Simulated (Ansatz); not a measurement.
Level of theory: DFT PBE, scalar-relativistic, plane waves, PAW in Ansatz 0.2.0. All cells share a 420 eV cutoff and Γ-centred k meshes spaced about 0.3 Å⁻¹ or finer (0.25 for metals, 2π included). No spin polarisation.

These are static total energies at zero pressure.

Compare these two cells of Na₃AlO₃, each relaxed at this level.

A.

```yaml
crystal:
  lattice:
    - [2.94411, -6.39411, 0.00000]
    - [2.94411, 6.39411, 0.00000]
    - [-1.41566, 0.00000, 5.33530]
  atoms:
    - { symbol: Na, position: [0.75988, 0.24012, 0.50000] }
    - { symbol: Na, position: [0.24012, 0.75988, 0.50000] }
    - { symbol: Na, position: [0.23337, 0.23337, 0.47072] }
    - { symbol: Na, position: [0.76663, 0.76663, 0.52928] }
    - { symbol: Na, position: [0.66729, 0.33270, 0.00000] }
    - { symbol: Na, position: [0.33270, 0.66729, 0.00000] }
    - { symbol: Al, position: [0.09968, 0.90032, 0.00000] }
    - { symbol: Al, position: [0.90032, 0.09968, 0.00000] }
    - { symbol: O, position: [0.96009, 0.62666, 0.76618] }
    - { symbol: O, position: [0.37334, 0.03991, 0.23382] }
    - { symbol: O, position: [0.85742, 0.85742, 0.15170] }
    - { symbol: O, position: [0.62666, 0.96009, 0.76618] }
    - { symbol: O, position: [0.03991, 0.37334, 0.23382] }
    - { symbol: O, position: [0.14258, 0.14258, 0.84830] }
```

B.

```yaml
crystal:
  lattice:
    - [5.10358, 2.94656, 1.20839]
    - [-5.10358, 2.94656, 1.20839]
    - [0.00000, -5.89311, 1.20839]
  atoms:
    - { symbol: Na, position: [0.04994, 0.57543, 0.57543] }
    - { symbol: Na, position: [0.57543, 0.04994, 0.57543] }
    - { symbol: Na, position: [0.57543, 0.57543, 0.04994] }
    - { symbol: Al, position: [0.92175, 0.92175, 0.92175] }
    - { symbol: O, position: [0.69851, 0.98943, 0.98943] }
    - { symbol: O, position: [0.98943, 0.69851, 0.98943] }
    - { symbol: O, position: [0.98943, 0.98943, 0.69851] }
```

**Question.** Which would you expect to be lower, and how large is the difference?

**Answer.** A is lower, by 118 meV/atom. A has space group C2/m (No. 12), 14.3 Å³/atom and a gap of 2.52 eV on its mesh; B has space group R3m (No. 160), 15.6 Å³/atom and a gap of 2.03 eV. Counting O atoms around Al and Na (those within 1.25 times the shortest such distance or 1.15 times the sum of covalent radii; a plus sign parts nearer from farther groups; a slash parts the counts of unlike sites), A has Na 4/4+2, Al 4 and B has Na 4, Al 3. The denser one is the lower, and pressure would at first widen the difference. In A, Na on a site of symmetry 2 is surrounded by 4 O at 2.29–2.33 Å and 4 Na at 2.95–3.00 Å; Al has 4 O at 1.75–1.84 Å, 1 Al at 2.55 Å and 5 Na at 2.90–3.07 Å; around O on a site of symmetry 1 lie 1 Al at 1.75 Å and 5 Na at 2.29–2.62 Å; 3 more sites not described. In B, around Na lie 2 O at 2.26–2.30 Å, 2 O at 2.51 Å and 1 Al at 2.88 Å; around Al lie 3 O at 1.72 Å and 3 Na at 2.88 Å; around O lie 1 Al at 1.72 Å, 2 Na at 2.26–2.30 Å and 2 Na at 2.51 Å. Both come from trial cells of a structure search, whose lowest cell (P-1, 14.0 Å³/atom) lies 27 meV/atom below the lower of the two.

Kohn–Sham gaps at this level usually fall short of measured ones. With atoms moved at random, A (by 27 meV/atom) fell into a lower structure. B had no clear such test and can be a saddle point. Some structure types and database cells were kept out of the candidates from the start, so a known form may be missing.
